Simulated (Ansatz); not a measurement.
Here is an unrelaxed guess for InH.

Space group Fm-3m (No. 225). a = 5.412 Å, b = 5.412 Å, c = 5.412 Å, α = 90.00°, β = 90.00°, γ = 90.00°
```csv
atom,site,symmetry,x,y,z
In,4a,m-3m,0.0000,0.0000,0.0000
H,4b,m-3m,0.5000,0.0000,0.0000
```

These are results of Ansatz, DFT PBE, scalar-relativistic, plane waves, PAW, not measurements. Cutoff 420 eV; k points 6×6×6 on the computed 2-atom cell (Γ-centred); Gaussian smearing, width 0.10 eV; no spin polarisation.

Energies over the elements count from the elements' standard structures at the same level (H₂ as a molecule), with no fitted energy shifts.

Problem. Estimate its pressure, forces and energy as it stands.

Solution. The pressure is -4.0 GPa (it wants to contract), the largest force is 0.00 eV/Å (symmetry fixes the atoms), and the energy is +0.56 eV/atom against the elements. The shortest distance is 2.71 Å.

Problem. How much does it gain on relaxing, and where does it end?

Solution. Relaxing gains under 0.1 eV/atom (the start's value is from the coarse mesh, so the gain is rough) in 11 ionic steps and ends at +0.49 eV/atom on the finer mesh. The symmetry stays Fm-3m (No. 225). The end has the rock salt type. The volume per atom shrinks by 19.8 %, from 19.8 to 15.9 Å³. The shortest distance goes from 2.71 Å (In–H) to 2.51 Å (In–H). Conventional cell: a = 5.028 Å. In is surrounded by 6 H at 2.51 Å; H is surrounded by 6 In at 2.51 Å.

The last run used a 20×20×20 mesh for its 2-atom cell and Gaussian smearing of 0.10 eV. With hydrogen, zero-point motion can shift formation energies by some tens of meV/atom. The relaxation can't lower the symmetry of the start. A structure relaxed within its symmetry needn't be a true minimum. Another cell of InH relaxed alike, in P6/mmm, lies 205 meV/atom lower, so this cell isn't the stable form at this level.
